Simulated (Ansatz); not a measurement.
KTaO3:
```
CELL_PARAMETERS angstrom
      3.99013     0.00000     0.00000
      0.00000     3.99013     0.00000
      0.00000     0.00000     3.99013
ATOMIC_POSITIONS crystal
  K  0.00000 0.00000 0.00000
  Ta 0.50000 0.50000 0.50000
  O  0.00000 0.50000 0.50000
  O  0.50000 0.50000 0.00000
  O  0.50000 0.00000 0.50000
```

Relaxed with r²SCAN. Special points in fractions of this cell's reciprocal vectors: Γ (0.000, 0.000, 0.000); X (0.000, 0.500, 0.000); M (0.500, 0.500, 0.000); R (0.500, 0.500, 0.500).

**Question.** List the band energies nearest the valence-band maximum at these points for r²SCAN with spin–orbit coupling in the plane-wave PAW code Ansatz.

**Answer.** In eV from the valence-band maximum; about four levels below and three above (degenerate sets whole), none deeper than 8.9 eV; points with the same levels are listed once.

```
k                    below                above
-  -----------------------  -------------------
Γ  -0.58 -0.58 -0.58 -0.58  2.48 2.48 2.48 2.48
X  -0.95 -0.95 -0.80 -0.80  2.76 2.76 5.30 5.30
M  -1.43 -1.43 -0.04 -0.04  5.32 5.32 5.59 5.59
R      0.00 0.00 0.00 0.00  6.76 6.76 6.76 6.76
```

Space group Pm-3m (cubic perovskite). Symmetry was held in the r²SCAN relaxation; phonons on a q-mesh show weakly imaginary modes. The run is not spin-polarised.

Potentials: the later of the program's two PAW sets.
